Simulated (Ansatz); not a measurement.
Input:

Al (fcc, Cu type), conventional cell a = b = c = 3.991 Å, α = β = γ = 90.00°. The calculation uses the primitive cell of 1 atom, to which meshes and values per cell refer.

E(V) scan at fixed shape, V₀ the volume above. Symmetry pins the atoms to their sites.

All values below come from r2SCAN (plane waves to 500 eV, PAW, scalar-relativistic; Ansatz, a first-principles code). k mesh 20×20×20 (Γ-centred), Fermi-Dirac smearing 0.05 eV. The energy includes the smearing's −TS. Stress and pressure are positive under compression. Al was relaxed with its symmetry unable to fall. The PAW data are Ansatz's earlier set. ΔE is measured from the relaxed starting cell.

The scan covers V/V₀ from 0.840 to 1.160 in 13 points.

Question: What is the fitted pressure derivative B₀′?

Answer: 4.5.

Question: What bulk modulus B₀ follows from a third-order Birch-Murnaghan fit?

Answer: 92.1 GPa.

(Under strain, the slope of the energy per volume gives the stress and its curvature an elastic modulus.)
